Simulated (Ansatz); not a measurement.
This cell of TiB2 (AlB2 type, space group P6/mmm) is off equilibrium:

```xyz
6
Lattice="6.0640 0.0000 0.0000 -1.5160 2.6258 0.0000 3.0320 0.0000 3.2243" Properties=species:S:1:pos:R:3 pbc="T T T"
Ti    -0.0700     0.1212     0.0000
Ti     3.1020    -0.1212     0.0000
B      6.0640     1.7505     1.6122
B      3.0320     1.7505     1.6122
B      1.5160     0.8753     1.6122
B      4.5480     0.8753     1.6122
```

Level of theory: PBE (plane waves to 420 eV, PAW, scalar-relativistic; Ansatz, an electronic-structure program). k mesh 18×18×18 (Γ-centred), Fermi-Dirac smearing 0.05 eV. Compression counts positive. With partly filled bands, energies and forces of such displacements shift with the k mesh and the smearing. TiB2 is run without spin polarisation. TiB2 was relaxed with its symmetry unable to fall.

Predict the force on every atom, in eV/Å.


```tsv
atom	Fx	Fy	Fz
Ti1	1.386	-2.401	0.000
Ti2	-1.386	2.401	0.000
B3	0.009	0.005	0.000
B4	0.009	0.005	0.000
B5	-0.009	-0.005	0.000
B6	-0.009	-0.005	0.000
```

What is the stress tensor (GPa)?


```
    1.8      0.0      0.0
    0.0      1.8      0.0
    0.0      0.0      3.9
```
The pressure, a third of the trace, is 2.5 GPa.

(For displaced atoms, the force is minus the slope of the energy, and its curvature is a force constant, which sets phonon frequencies.)
